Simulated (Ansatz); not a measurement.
The cell of CaCrC4N4 is invented: two interpenetrating cyanide-bridged diamond nets (P-43m, No. 215). Lengths were set from tabulated atomic sizes, so they are only a guess.

Space group P-43m (No. 215). a = 6.127 Å, b = 6.127 Å, c = 6.127 Å, α = 90.00°, β = 90.00°, γ = 90.00°
```csv
atom,site,symmetry,x,y,z
Ca,1a,-43m,0.0000,0.0000,0.0000
Cr,1b,-43m,0.5000,0.5000,0.5000
C,4e,.3m,0.1985,0.1985,0.1985
N,4e,.3m,0.3087,0.3087,0.3087
```

These are results of Ansatz, DFT PBE, scalar-relativistic, plane waves, PAW, not measurements. Cutoff 420 eV, Gaussian smearing, Γ-centred meshes. Cell and atoms relax first on a coarse mesh and then on a finer one. In between, the cell is made exact in the group found at 0.06 Å. In metals the finer mesh still leaves noise of several meV/atom or more. The steps can't lower the symmetry of their start. Collinear spin, starting moments Cr 3.0 μB.

A guess keeps its type if space group and coordination stay and the shape of the cell changes little (axis ratios within about 15 %, angles within 6°); the volume may change.

Problem. Will the relaxed cell still be of the starting type?

Solution. It keeps its type. The symmetry stays P-43m (No. 215). The volume per atom grows by 22.1 %, from 23.0 to 28.1 Å³. The shortest distance stays 1.17 Å (C–N). Counting neighbours within 15 % of an atom's shortest distance, the start has C 1, Ca 4, Cr 4, N 1 and the end C 1, Ca 4, Cr 4, N 1.

Formation energies are uncorrected and refer to the elements' standard structures at the same level (N₂ as a molecule).

Problem. At what energy does it end?

Solution. +0.19 eV/atom. The separate elements lie lower, so it is unstable against them.

The last run used collinear spin, a 6×6×6 mesh for its 10-atom cell and Gaussian smearing of 0.10 eV. The reference form of C is held partly by dispersion forces, which this level lacks. The magnetic state reached may not be the lowest. A structure relaxed within its symmetry needn't be a true minimum.
